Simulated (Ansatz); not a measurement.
CuI:
```
CELL_PARAMETERS angstrom
      3.59366    -3.63347     0.00000
      3.59366     3.63347     0.00000
      0.00000     0.00000     4.31211
ATOMIC_POSITIONS crystal
  Cu 0.41756 0.58244 0.75000
  Cu 0.58244 0.41756 0.25000
  I  0.77505 0.22495 0.75000
  I  0.22495 0.77505 0.25000
```

Relaxed with r²SCAN+D4.

Task: Give the Bader charges and basin volumes of the independent atoms, DFT-r²SCAN+D4 in the program Ansatz with PAW potentials.

Result: 

```json
[
 {"atom": "Cu1", "Bader charge (e)": "+0.34", "Bader volume (Å³)": "16.4"},
 {"atom": "I3", "Bader charge (e)": "-0.34", "Bader volume (Å³)": "39.9"}
]
```

Space group Cmcm. The workflow started from a Materials Project entry (that database holds measured and hypothetical structures alike); the Crystallography Open Database copy checked does not list it. It is not the phase usual at ambient conditions (space group No. 216). The r²SCAN+D4 relaxation kept the symmetry of its start; its stability against distortions is not shown here. The run is not spin-polarised. Spin–orbit coupling is left out wherever it is not named.

Potentials: the later of the program's two PAW sets.
